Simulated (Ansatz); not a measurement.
The end of the path is a generated cell of CsBS2: the first start was made by placing the elements on the sites of a structure type, and the end was not matched to a known phase here, so it may be hypothetical.

A geometry of CsBS₂ away from equilibrium: step 3 of the relaxation of a generated trial cell of CsBS2 in the AFLOW prototype A2BC_oC8_38_e_a_b (as in CeNiC2). Level of theory: PBE (plane waves to 420 eV, PAW, scalar-relativistic; Ansatz, a quantum-chemistry and plane-wave program). Γ-centred k-mesh 5×5×5 on the run's cell (coarser than for final values), Fermi–Dirac smearing 0.05 eV. The plane waves were selected for a different cell earlier on the path.

```
CsBS2
1.0
    5.26127     0.00000     0.00000
    0.00000     2.84556     3.86227
    0.00000    -2.84556     3.86227
S Cs B
2 1 1
Cartesian
  2.63064  -1.04833   5.35779
  2.63064   1.04833   5.35779
  0.00000   0.00000  -0.13652
  2.63064   0.00000   3.34676
```

Q: Give the Cartesian forces on all atoms (eV/Å).

A: 
```tsv
atom	Fx	Fy	Fz
S1	0.00	-0.65	-0.76
S2	0.00	0.65	-0.76
Cs3	0.00	0.00	-0.09
B4	0.00	0.00	1.61
```

The path ends in Amm2 (No. 38). No spin polarisation in the result.

The run could not lose the symmetry of its start: the end is stationary, and may be a saddle point rather than a minimum.
